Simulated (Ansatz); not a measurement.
IrW:
Space group P4/mmm (No. 123); a = b = 2.7478 Å, c = 3.8980 Å, α = β = γ = 90.00°

```csv
atom,site,symmetry,x,y,z
Ir,1a,4/mmm,0.0000,0.0000,0.0000
W,1d,4/mmm,0.5000,0.5000,0.5000
```

Relaxed at zero pressure with the program Ansatz at the PBEsol level (PAW).

Q: The volume is raised by 9 % and shape and atoms relax at that volume. What pressure results, and how do the axes share the change?

A: -25.7 GPa; a 3.0 %, b 3.0 %, c 2.8 %; the energy rises by 115 meV/atom.

Q: Give the new structure.

A: 
Space group P4/mmm (No. 123); a = 2.829 Å, b = 2.829 Å, c = 4.007 Å, α = 90.00°, β = 90.00°, γ = 90.00°

```
atom  site  symmetry       x       y       z
----  ----  --------  ------  ------  ------
Ir      1a     4/mmm  0.0000  0.0000  0.0000
W       1d     4/mmm  0.5000  0.5000  0.5000
```

The phase is kept; no other phase was compared at this pressure.

The start of the workflow was typed in or built on a structure type; neither database checked (COD, Materials Project) lists it. COD files the formula under space group No. 51. Whether it is the stable phase at ambient conditions was not checked. The PBEsol relaxation kept the symmetry of its start; whether a distortion lowers the energy is not shown. The run is not spin-polarised. Axis ratios of metals converge slowly with the k-mesh, so a and c are less sure than the volume. Spin–orbit coupling is left out wherever it is not named.

Potentials: the later of the program's two PAW sets.
